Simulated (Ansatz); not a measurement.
Relaxed-ion elastic tensor of CrGe (rock salt, Fm-3m) in GPa (Voigt order), the program Ansatz at the PBE level (PAW); density 6.56 g/cm³, 15.77 Å³ per atom.

```json
[
 {"": "1", "1": "214", "2": "52.9", "3": "52.9", "4": "0.0", "5": "0.0", "6": "0.0"},
 {"": "2", "1": "52.9", "2": "214", "3": "52.9", "4": "0.0", "5": "0.0", "6": "0.0"},
 {"": "3", "1": "52.9", "2": "52.9", "3": "214", "4": "0.0", "5": "0.0", "6": "0.0"},
 {"": "4", "1": "0.0", "2": "0.0", "3": "0.0", "4": "-20.8", "5": "0.0", "6": "0.0"},
 {"": "5", "1": "0.0", "2": "0.0", "3": "0.0", "4": "0.0", "5": "-20.8", "6": "0.0"},
 {"": "6", "1": "0.0", "2": "0.0", "3": "0.0", "4": "0.0", "5": "0.0", "6": "-20.8"}
]
```

Q: Is the crystal mechanically stable?

A: No: the smallest eigenvalue of C is -20.8 GPa.

A made-up cell: these elements were put on the sites of a structure type; neither database checked (COD, Materials Project) lists it. Whether it is the stable phase at ambient conditions was not checked. Symmetry was held in the PBE relaxation. At this level the phase is mechanically unstable. The final state is ferromagnetic, chosen from 3 collinear starts compared on coarse meshes (ties went to the first, and starts can fall back to one state), not a proven ground state. As this level gives no gap, shear constants depend on the k-mesh and smearing (Fermi–Dirac, 0.1 eV here).

Potentials: the later of the program's two PAW sets.
